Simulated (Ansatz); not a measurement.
# SnSe (P4/nmm), tetragonal deformation path

Method: DFT LDA, scalar-relativistic, plane waves, PAW in Ansatz. Settings: plane waves to 420 eV, k-mesh 8×8×4 (Γ-centred), Gaussian smearing 0.05 eV. No spin polarisation. Energies are free energies at this smearing, counted from the undisturbed cell; pressure is positive in compression.

The starting cell (as given, not relaxed at this level; it stands at -1.4 GPa; this form isn't the usual structure):

```
Sn Se
1.0
     4.28533    0.00000    0.00000
     0.00000    4.28533    0.00000
     0.00000    0.00000   10.99069
Sn Se
2 2
Direct
  0.50000 0.00000 0.37223
  0.00000 0.50000 0.62777
  0.50000 0.00000 0.61604
  0.00000 0.50000 0.38396
```

The cell holds layers and no dispersion correction was added, so their binding is poorly described.

At fixed volume and fractional coordinates, lengths along (0.000, 0.000, 1.000) are scaled against those across it; ρ is that ratio over its starting value.

```csv
ρ,ΔE (meV/atom)
0.800,382.0
0.850,202.1
0.920,58.9
0.960,18.4
1.000,0.0
1.050,0.2
1.100,18.8
1.200,89.0
1.300,186.8
```

Problem. Predict the gap on the mesh (eV) at each point.

Solution.
```csv
ρ,gap on the mesh (eV)
0.800,1.44
0.850,1.32
0.920,1.07
0.960,1.00
1.000,0.97
1.050,0.99
1.100,0.87
1.200,0.55
1.300,0.34
```